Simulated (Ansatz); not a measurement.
**Ionic part of the dielectric constant of MgCd3S4, mode by mode**

The calculation used Ansatz, DFT PBE, scalar-relativistic, plane waves, PAW. Plane waves to 420 eV; Γ-centred k mesh 6×6×6; fixed occupations. No spin polarisation. Phonons by linear response, acoustic sum rule imposed.

Space group P-43m (No. 215), cubic, a = 5.867 Å. Mg has 4 S at 2.47 Å; Cd has 4 S at 2.56 Å; around S lie 1 Mg at 2.47 Å and 3 Cd at 2.56 Å.

The cell was found from a structure generator's guess, not taken from experiment. The run warned that its linear response isn't converged on this k mesh, so dielectric tensors, Born charges and infrared intensities are rough, and the frequencies may be too.

The primitive cell has V = 202.00 Å³ and ε∞,zz = 5.470. Each polar mode adds Δε = (4.92064×10⁷/V)·S/ν² along z, with S its oscillator strength in e²/amu, ν in cm⁻¹ and V in Å³.

**Question.** From these modes, find each Δε and ε0,zz.
| ν (cm⁻¹) | S_zz (e²/amu) |
| --- | --- |
| 76.15 | 0.00395 |
| 180.14 | 0.1003 |
| 233.49 | 0.4489 |
| 314.96 | 0.2886 |

**Answer.**
| ν (cm⁻¹) | Δε |
| --- | --- |
| 76.15 | 0.17 |
| 180.14 | 0.75 |
| 233.49 | 2.01 |
| 314.96 | 0.71 |

The sum is 3.64, so ε0,zz = 9.11; the run's tensor has 9.10.

**Question.** Where do the longitudinal modes lie for a wave vector along z?

**Answer.** At 76.82, 185.72, 264.08, 345.44 cm⁻¹. The Lyddane–Sachs–Teller product Π(ν_LO/ν_TO)² = 1.66 agrees with ε0/ε∞ = 1.66.
